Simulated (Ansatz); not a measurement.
TaCu3Te4 in space group P-43m (No. 215; Ta on 1a, Cu on 3d, Te on 4e), plane-wave PAW r²SCAN (Ansatz code), all energies at zero smearing, with the estimated change up to a 700 eV cutoff added, with one set of potentials and settings (totals compare only within such a set). Cell of 8 atoms (1 Ta, 3 Cu, 4 Te): -57819.940 eV.

| element | reference phase | E (eV/atom) |
|---|---|---|
| Ta | Im-3m, 1 atoms in the cell | -9944.3222 |
| Cu | Fm-3m, 1 atoms in the cell | -6631.2396 |
| Te | P3_121, 3 atoms in the cell | -6994.8235 |

Formation energy per atom, worked out: (-57819.940 − 1×(-9944.3222) − 3×(-6631.2396) − 4×(-6994.8235))/8 = -0.326 eV/atom (-31 kJ per mol of atoms), at 0 K, without zero-point energy or fitted corrections.

The workflow started from a Materials Project entry (that database holds measured and hypothetical structures alike); the Crystallography Open Database copy checked does not list it. Its standing as an ambient phase is unchecked. The cell was relaxed with r²SCAN under the symmetry of its start; whether a distortion lowers the energy is not shown. The run is not spin-polarised. The references are the lowest solids computed at this level, not always the standard phases. Spin–orbit coupling is left out wherever it is not named.

Potentials: the later of the program's two PAW sets.
